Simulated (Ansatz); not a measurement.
# Calculated with Ansatz: Na2BiPdCl6, relaxation

The command:

```bash
ansatz run input.yaml --threads 2 --pin off --max-ram 2560MiB --backend cpu --events-out ev --progress --plain --runs-dir out
```

Input:

```yaml
crystal:
  lattice:
    - [0.0, 7.097697, 0.0]
    - [7.097697, 0.0, 0.0]
    - [3.548848, 3.548848, -5.192435]
  atoms:
    - { symbol: Pd, position: [0.0, 0.0, 0.0] }
    - { symbol: Bi, position: [0.5, 0.5, 0.0] }
    - { symbol: Cl, position: [0.288, 0.288, 0.424] }
    - { symbol: Cl, position: [0.712, 0.712, 0.576] }
    - { symbol: Na, position: [0.75, 0.25, 0.5] }
    - { symbol: Na, position: [0.25, 0.75, 0.5] }
    - { symbol: Cl, position: [0.218, 0.218, 0.0] }
    - { symbol: Cl, position: [0.218, 0.782, 0.0] }
    - { symbol: Cl, position: [0.782, 0.782, 0.0] }
    - { symbol: Cl, position: [0.782, 0.218, 0.0] }
  symmetry: { tolerance: 0.0003 }
kpoints:
  mp_grid: { grid: [6, 6, 6], shift: [0, 0, 0] }
magnetization:
  spin_polarized: false
scf:
  occupations: { method: fermi_dirac }
  lower_state_search: "off"
hamiltonian:
  pseudopotentials: { kind: paw }
  xc: pbe
basis:
  ecutwfc: 420
  fft_grid_basis: typed
relax:
  max_steps: 60
  cell: { p_target: 20.0 }
  f_tol: 0.03
output:
  forces: true
  stress: true
  eigenvalues: true
  bader: false
  populations: true
  elf: true
  write_potential: true
  volumetric_format: npy
  dos:
    e_range: [-12, 8]
    de: 0.05
    projected: { site_lists: { Bi: [Bi], Cl: [Cl], Na: [Na], Pd: [Pd] } }
  write_density: true
checkpoint:
  read: saved_state
```

Origin of the cell: a known structure type with other elements, at an estimated volume, so it need not be a known compound.

The smearing width isn't typed, so it takes its default of 0.1 eV.

The saved state is a converged single point of the same cell.

Steps («new basis» is an SCF on plane waves selected anew at the same cell):

| step | ΔH (meV/atom) | max force component (eV/Å) | P (GPa) | volume (Å³) | SCF iterations | step was |
| --- | --- | --- | --- | --- | --- | --- |
| 1 | 0.0 | 8.506 | 13.16 | 261.58 | 6 | accepted |
| 2 | -361.3 | 3.409 | 10.27 | 250.88 | 7 | accepted |
| 3 | -640.6 | 1.516 | 19.61 | 216.22 | 9 | accepted |
| 4 | -663.8 | 0.283 | 22.24 | 209.92 | 8 | accepted |
| 5 | -669.1 | 0.098 | 20.30 | 213.35 | 7 | accepted |
| 6 | -669.2 | 0.005 | 20.00 | 213.91 | 5 | accepted |
| 7 | -668.6 | 0.005 | 20.00 | 213.91 | 8 | new basis |

The starting structure.

Space group I4/mmm (No. 139); the run's cell has a = 7.098 Å, b = 7.098 Å, c = 7.221 Å, α = 60.57°, β = 60.57°, γ = 90.00°. Shortest distances: Cl–Pd 2.19 Å, Bi–Cl 2.20 Å, Cl–Cl 3.09 Å, Cl–Na 3.57 Å.

After:

Space group Fm-3m (No. 225); the run's cell has a = 6.712 Å, b = 6.712 Å, c = 6.713 Å, α = 60.00°, β = 60.00°, γ = 90.00°. Shortest distances: Cl–Pd 2.28 Å, Bi–Cl 2.47 Å, Cl–Cl 3.23 Å, Cl–Na 3.36 Å.

```yaml
crystal:
  lattice:
    - [0.00000, 6.71246, 0.00000]
    - [6.71246, 0.00000, 0.00000]
    - [3.35623, 3.35623, -4.74757]
  atoms:
    - { symbol: Pd, position: [0.00000, 0.00000, 0.00000] }
    - { symbol: Bi, position: [0.50000, 0.50000, 0.00000] }
    - { symbol: Cl, position: [0.24036, 0.24036, 0.51929] }
    - { symbol: Cl, position: [0.75964, 0.75964, 0.48071] }
    - { symbol: Na, position: [0.75000, 0.25000, 0.50000] }
    - { symbol: Na, position: [0.25000, 0.75000, 0.50000] }
    - { symbol: Cl, position: [0.24029, 0.24029, 0.00000] }
    - { symbol: Cl, position: [0.24029, 0.75971, 0.00000] }
    - { symbol: Cl, position: [0.75971, 0.75971, 0.00000] }
    - { symbol: Cl, position: [0.75971, 0.24029, 0.00000] }
```

- Enthalpy lowered by: 668.6 meV/atom
- Volume change: -18.22 %
- Final pressure: 20.00 GPa
- Relaxation steps listed: 7

Caveats: no moments, though an odd count or open d shells may carry them; no spin-orbit coupling, though heavy elements are present; the given cell is far from equilibrium, with atoms too close or a volume far off; the relaxation held the start's symmetry, so the end may be a saddle point.

Time: 85 s on 2 threads of Intel(R) Xeon(R) 6975P-C (Granite Rapids), on a shared host, peak memory 0.88 GiB, from a saved density.
